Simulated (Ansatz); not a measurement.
**CeO₂: computed property card**

CeO2:
```
CELL_PARAMETERS angstrom
      5.07639     0.00000     0.00000
      0.00000     5.07639     0.00000
      0.00000     0.00000     3.60295
ATOMIC_POSITIONS crystal
  Ce 0.50000 0.50000 0.50000
  Ce 0.00000 0.00000 0.00000
  O  0.81296 0.18704 0.50000
  O  0.18704 0.81296 0.50000
  O  0.31296 0.31296 0.00000
  O  0.68704 0.68704 0.00000
```

Space group P4_2/mnm (No. 136), rutile; conventional cell a = b = 5.076 Å, c = 3.603 Å, α = β = γ = 90.00°.

Method: plane-wave PAW PBEsol (Ansatz code). Structure relaxed to zero pressure with the same functional. Other levels are named where they apply.

### Cell and energy

- Volume per atom: 15.47 Å³
- Density: 6.16 g/cm³
- Formation energy from the elements (no fitted shifts): -3.28 eV/atom

### Electronic structure

- Band gap: 2.12 eV (indirect)
- Valence-band maximum: at Γ
- Conduction-band minimum: at M
- Smallest direct gap on the standard path: 2.22 eV
- Hole effective mass: 1.2, 2.1, 2.1 mₑ (principal values)
- Hole effective mass with spin–orbit coupling: 1.2, 2.2, 2.2 mₑ (principal values)
- Gap with spin–orbit coupling: 2.05 eV

### Mechanics

* **Bulk modulus (Birch–Murnaghan fit)**: 128 GPa
* **Pressure derivative B′**: 5.1
* **Elastic constants (relaxed ions, GPa)**: C11 = 132, C12 = 130, C13 = 130, C33 = 350, C44 = 55.9, C66 = 120
* **Mechanical stability**: stable (all eigenvalues of C positive)

### Dielectric response

* **Electronic dielectric constant ε∞ (DFPT)**: 5.94 (xx = yy), 7.00 (zz)
* **Static dielectric constant ε0 (ions relaxed, cell fixed)**: 25.3 (xx = yy), 26.7 (zz)
* **Born charges (a third of the trace)**: Ce +5.67, O -2.83 e

### Phonons

- Highest zone-centre frequency (without LO–TO term): 637 cm^-1
- Zone-centre stability: no imaginary mode at Γ
- Dynamical stability on the path: stable (no imaginary branch)
- Zero-point energy: 49.7 meV/atom
- Vibrational entropy at 300 K: 25.2 J/(K·mol of atoms)

The first step of the workflow began from a Materials Project structure, measured or hypothetical; the Crystallography Open Database copy checked does not list it. It is not the phase usual at ambient conditions (space group No. 225). The cell was relaxed with PBEsol under the symmetry of its start. The run is not spin-polarised. The 4f shell is in the valence. No Hubbard U is applied. The references are the lowest solids computed at this level, not always the standard phases (solids in place of the gases). Spin–orbit coupling is left out wherever it is not named.

Potentials: the later of the program's two PAW sets.
